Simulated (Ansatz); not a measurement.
## ¹³⁵Ba NMR of the central transition in Ba3AlS4Br

Cell: a structure deposited in the COD whose atoms were relaxed with PBE, the cell held.

Space group Pnma (No. 62); a = 12.3743, b = 9.5728, c = 8.4609 Å.

| site | Wyckoff | site symmetry | x | y | z |
| --- | --- | --- | --- | --- | --- |
| Ba1 | 4c | .m. | 0.0252 | 0.2500 | 0.4158 |
| Ba5 | 8d | 1 | 0.8363 | 0.9788 | 0.0902 |
| Al | 4c | .m. | 0.8941 | 0.2500 | 0.8105 |
| S17 | 8d | 1 | 0.0720 | 0.9500 | 0.3125 |
| S25 | 4c | .m. | 0.2160 | 0.2500 | 0.6375 |
| S29 | 4c | .m. | 0.9920 | 0.2500 | 0.0349 |
| Br | 4c | .m. | 0.2674 | 0.2500 | 0.1690 |

One atom of each set is listed.

The numbers come from a DFT calculation in Ansatz (PBE, plane waves and PAW, scalar-relativistic, 420 eV cutoff, Γ-centred 3×3×4 k-points, Fermi–Dirac smearing 0.02 eV).

¹³⁵Ba has I = 3/2 and Q = 153.0 mb (Pyykkö 2018); at 9.4 T its Larmor frequency is ν₀ = 40.0 MHz (from the bare nuclear moment; shielding lowers the observed one by a per cent or two). Only the quadrupole interaction is simulated: positions count from each site's isotropic chemical shift, and shift anisotropy, dipolar and J coupling are left out.

**Question.** Give C_Q, η, the quadrupolar product P_Q = |C_Q|(1 + η²/3)^½, the second-order isotropic shift and the breadth of the pattern (static powder) for each Ba site.

**Answer.** 

| site | first shell | C_Q (MHz) | η | P_Q (MHz) | δ_QIS (ppm) | breadth (kHz) |
| --- | --- | --- | --- | --- | --- | --- |
| Ba1 | 6 S at 3.02–3.25 Å, 2 Br at 3.27–3.65 Å | 18.0 | 0.38 | 18.4 | -5290 | 1408 |
| Ba5 | 7 S at 3.23–3.65 Å, 2 Br at 3.36–3.41 Å; also 1 Al at 3.58 Å | 20.0 | 0.43 | 20.6 | -6609 | 1801 |

δ_QIS = −(ν_Q²/30ν₀²)[I(I+1) − 3/4](1 + η²/3) × 10⁶ ppm with ν_Q = 3|C_Q|/[2I(2I−1)]; it falls as 1/B₀² in ppm, and the breadth as 1/B₀ in kHz.

With ν_Q/ν₀ up to 0.25, terms beyond second order are no longer negligible.

Without spin–orbit coupling (the program notes it for Ba) the gradients are little affected as a rule: paired runs on crystals with a gap mostly move them by under 2 % at such atoms.
